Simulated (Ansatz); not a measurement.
TiAl:
```cif
data_AlTi
_chemical_formula_sum 'Al1 Ti1'
_space_group_name_H-M_alt 'P4/mmm'
_space_group_IT_number 123
_space_group_name_Hall '-P 4 2'
_cell_length_a 2.81002
_cell_length_b 2.81002
_cell_length_c 4.06613
_cell_angle_alpha 90.000
_cell_angle_beta 90.000
_cell_angle_gamma 90.000
loop_
_atom_site_label
_atom_site_type_symbol
_atom_site_symmetry_multiplicity
_atom_site_Wyckoff_symbol
_atom_site_fract_x
_atom_site_fract_y
_atom_site_fract_z
_atom_site_occupancy
Al1 Al 1 d 0.50000 0.50000 0.50000 1
Ti1 Ti 1 a 0.00000 0.00000 0.00000 1
```

Relaxed with r²SCAN.

Question: Which orbitals make up the states near the Fermi level in plane-wave PAW r²SCAN (Ansatz code)?

Answer: Within 0.5 eV of the Fermi level: Ti 3d 80 %, Al 3p 12 %. Projections are on Löwdin-orthogonalised atomic valence shells; empty p or d shells of many metals are not among them.

Question: Tabulate the density of states.

Answer: States/eV per cell of 2 atoms, in 0.25 eV bins, energy from the Fermi level.

```
E (eV)  total  Ti 3d  Al 3p  Al 3s
------  -----  -----  -----  -----
-7.85    0.35   0.01   0.10   0.16
-7.60    0.35   0.02   0.11   0.15
-7.35    0.36   0.02   0.12   0.14
-7.10    0.36   0.03   0.13   0.14
-6.85    0.37   0.03   0.14   0.13
-6.60    0.37   0.04   0.14   0.13
-6.35    0.38   0.04   0.15   0.13
-6.10    0.39   0.05   0.15   0.14
-5.85    0.40   0.06   0.15   0.14
-5.60    0.43   0.07   0.16   0.15
-5.35    0.50   0.10   0.17   0.17
-5.10    0.57   0.13   0.18   0.20
-4.85    0.49   0.10   0.17   0.16
-4.60    0.46   0.10   0.17   0.12
-4.35    0.47   0.10   0.19   0.11
-4.10    0.51   0.11   0.22   0.10
-3.85    0.56   0.13   0.24   0.10
-3.60    0.63   0.16   0.28   0.09
-3.35    0.73   0.21   0.34   0.09
-3.10    0.79   0.21   0.40   0.08
-2.85    0.92   0.26   0.46   0.07
-2.60    0.96   0.33   0.46   0.06
-2.35    1.34   0.61   0.57   0.05
-2.10    1.39   0.64   0.60   0.05
-1.85    1.83   0.82   0.83   0.06
-1.60    2.05   1.05   0.84   0.06
-1.35    1.10   0.64   0.38   0.03
-1.10    0.86   0.51   0.28   0.03
-0.85    1.48   1.10   0.29   0.03
-0.60    1.66   1.28   0.29   0.02
-0.35    2.01   1.62   0.27   0.01
-0.10    1.78   1.44   0.22   0.01
0.15     1.43   1.15   0.16   0.01
0.40     1.25   1.01   0.12   0.01
0.65     1.11   0.89   0.09   0.01
0.90     1.26   1.04   0.10   0.01
1.15     1.54   1.28   0.13   0.01
1.40     1.90   1.58   0.15   0.01
1.65     2.10   1.75   0.16   0.02
1.90     2.28   1.91   0.20   0.02
2.15     3.31   2.91   0.23   0.02
2.40     3.02   2.64   0.20   0.03
2.65     1.95   1.63   0.16   0.04
2.90     1.22   0.95   0.13   0.04
3.15     1.07   0.79   0.13   0.04
3.40     0.99   0.72   0.14   0.04
3.65     1.15   0.73   0.22   0.09
3.90     1.37   0.78   0.35   0.12
4.15     1.64   1.00   0.31   0.22
4.40     1.63   0.77   0.27   0.44
4.65     1.29   0.50   0.31   0.32
```

The r²SCAN relaxation kept the symmetry of its start. The run is not spin-polarised.

Potentials: the later of the program's two PAW sets.
